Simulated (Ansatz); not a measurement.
Consider the following.

TaS$_{2}$:
```cif
data_S8Ta4
_chemical_formula_sum 'Ta4 S8'
_space_group_name_H-M_alt 'P63/mmc'
_space_group_IT_number 194
_space_group_name_Hall '-P 6c 2c'
_cell_length_a 3.28270
_cell_length_b 3.28270
_cell_length_c 22.79578
_cell_angle_alpha 90.000
_cell_angle_beta 90.000
_cell_angle_gamma 120.000
loop_
_atom_site_label
_atom_site_type_symbol
_atom_site_symmetry_multiplicity
_atom_site_Wyckoff_symbol
_atom_site_fract_x
_atom_site_fract_y
_atom_site_fract_z
_atom_site_occupancy
Ta1 Ta 2 a 0.00000 0.00000 0.00000 1
S1 S 4 f 0.33333 0.66667 0.06752 1
Ta2 Ta 2 b 0.00000 0.00000 0.25000 1
S2 S 4 f 0.66667 0.33333 0.18228 1
```

This is the LDA-relaxed structure.

### Question
All from DFT-LDA in the program Ansatz with PAW potentials, unless another level is named. Estimate the electronic character.

### Answer
metallic (no gap).

### Question
Predict the formation energy from the elements (no fitted shifts).

### Answer
-1.16 eV/atom.

### Question
And the density of states at the Fermi level?

### Answer
0.50 states/eV per atom (mean over ±0.08 eV).

Space group P6_3/mmc. The start of the workflow was typed in or built on a structure type; the Crystallography Open Database files this formula in space group No. 194, but the cells were not matched. Whether it is the stable phase at ambient conditions was not checked. The cell was relaxed with LDA under the symmetry of its start; its stability against distortions is not shown here. No spin polarisation was allowed. A crystal of weakly bound layers computed without a dispersion correction: the cell and the soft elastic constants depend strongly on that. The references are the lowest solids computed at this level, not always the standard phases. Spin–orbit coupling is left out wherever it is not named.

Potentials: the earlier of the program's two PAW sets. The files were generated under PBE; for other functionals the program regenerates the frozen cores, and for LDA and PBEsol the local potential too.
